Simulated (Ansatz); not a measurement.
Given:

Al₂Au:
```yaml
crystal:
  lattice:
    - [0.00000, 3.00150, 3.00150]
    - [3.00150, 0.00000, 3.00150]
    - [3.00150, 3.00150, 0.00000]
  atoms:
    - { symbol: Au, position: [0.00000, 0.00000, 0.00000] }
    - { symbol: Al, position: [0.25000, 0.25000, 0.25000] }
    - { symbol: Al, position: [0.75000, 0.75000, 0.75000] }
```

This is the PBEsol-relaxed structure.

Problem. All from PBEsol (plane waves, PAW; program Ansatz), unless another level is named. Give the formation energy from the elements (no fitted shifts).

Solution. -450 meV/atom.

Problem. And the density of states at the Fermi level?

Solution. 0.31 states/eV per atom (mean over ±0.08 eV).

Problem. Give the gap with spin–orbit coupling.

Solution. none (metallic).

Space group Fm-3m (fluorite or antifluorite type). The cell was relaxed with PBEsol under the symmetry of its start; of distortions, only those at the zone centre were tested. The references are the lowest solids computed at this level, not always the standard phases. Spin–orbit coupling is left out wherever it is not named.

Potentials: the later of the program's two PAW sets.
